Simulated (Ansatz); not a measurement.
**What a trial cell of Hf₄N relaxes into**

Level of theory: DFT PBE, scalar-relativistic, plane waves, PAW (Ansatz). Cutoff 420 eV, Gaussian smearing, Γ-centred meshes. Cell and atoms relax first on a coarse mesh and then on a finer one. In between, the cell is made exact in the group found at 0.06 Å. In metals the finer mesh still leaves noise of several meV/atom or more. The steps can't lower the symmetry of their start. No spin polarisation.

The cell of Hf₄N is invented: random cell by space group and Wyckoff sites (Pm-3m, No. 221). Its size is a rough estimate.

```cif
data_structure
_symmetry_space_group_name_H-M 'P 1'
_symmetry_Int_Tables_number 1
_cell_length_a 4.5682
_cell_length_b 4.5682
_cell_length_c 4.5682
_cell_angle_alpha 90.000
_cell_angle_beta 90.000
_cell_angle_gamma 90.000
_cell_volume 95.33
loop_
_atom_site_label
_atom_site_type_symbol
_atom_site_fract_x
_atom_site_fract_y
_atom_site_fract_z
_atom_site_occupancy
Hf1 Hf 0.50000 0.00000 0.00000 1
Hf2 Hf 0.00000 0.50000 0.00000 1
Hf3 Hf 0.00000 0.00000 0.50000 1
Hf4 Hf 0.50000 0.50000 0.50000 1
N1 N 0.00000 0.00000 0.00000 1
```

Energies over the elements count from the elements' standard structures at the same level (N₂ as a molecule), with no fitted energy shifts.

Q: What does it relax into?

A: The symmetry stays Pm-3m (No. 221). The volume per atom shrinks by 3.6 %, from 19.1 to 18.4 Å³. The shortest distance goes from 2.28 Å (Hf–N) to 2.26 Å (Hf–N). Conventional cell: a = 4.512 Å. Around Hf on a site of symmetry 4/mmm lie 2 N at 2.26 Å and 12 Hf at 3.19 Å; Hf on a site of symmetry m-3m has 12 Hf at 3.19 Å; N has 6 Hf at 2.26 Å.

```yaml
crystal:
  lattice:
    - [4.51227, 0.00000, 0.00000]
    - [0.00000, 4.51227, 0.00000]
    - [0.00000, 0.00000, 4.51227]
  atoms:
    - { symbol: Hf, position: [0.50000, 0.00000, 0.00000] }
    - { symbol: Hf, position: [0.00000, 0.50000, 0.00000] }
    - { symbol: Hf, position: [0.00000, 0.00000, 0.50000] }
    - { symbol: Hf, position: [0.50000, 0.50000, 0.50000] }
    - { symbol: N, position: [0.00000, 0.00000, 0.00000] }
```

Q: Give its energy and gap.

A: The formation energy is −0.68 eV/atom. The gap on the 8×8×8 mesh of the 5-atom cell is 0 eV (a metal).

The last run used Gaussian smearing of 0.10 eV. Spin–orbit coupling, which can matter for Hf, is left out. The cell is a metal run without spin; a magnetic state may lie lower. A structure relaxed within its symmetry needn't be a true minimum. Another cell of Hf4N relaxed alike, in I4/mmm, lies 25 meV/atom lower, so this cell isn't the stable form at this level.
